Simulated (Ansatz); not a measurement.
Cu₃Au:
```xyz
4
Lattice="3.6716 0.0000 0.0000 0.0000 3.6716 0.0000 0.0000 0.0000 3.6716" Properties=species:S:1:pos:R:3 pbc="T T T"
Cu     0.0000     1.8358     1.8358
Cu     1.8358     0.0000     1.8358
Cu     1.8358     1.8358     0.0000
Au     0.0000     0.0000     0.0000
```

Relaxed with LDA. Special points in fractions of this cell's reciprocal vectors: Γ (0.000, 0.000, 0.000); X (0.000, 0.500, 0.000); M (0.500, 0.500, 0.000); R (0.500, 0.500, 0.500).

List the band energies nearest the Fermi level at these points for LDA (plane waves, PAW; program Ansatz).

In eV from the Fermi level; about four levels below and three above (degenerate sets whole), none deeper than 8.9 eV; … stands for higher levels left out; points with the same levels are listed once.

```csv
k,below,above
Γ,-1.63 -1.63 -1.63 -1.42 -1.42 -1.42,1.09 1.09 1.09
X,-2.10 -2.07 -1.62 -1.42,5.93 5.93 6.76 6.76
M,-2.32 -0.56 -0.56 -0.39,0.40 8.79 9.74 9.74
R,-1.36 -1.32 -1.32 -1.32,2.70 …
```

Space group Pm-3m (Cu3Au type). The LDA relaxation kept the symmetry of its start; of distortions, only those at the zone centre were tested. The run is not spin-polarised. Scalar-relativistic: spin–orbit coupling is off unless named, which matters more the heavier the elements.

Potentials: the later of the program's two PAW sets.
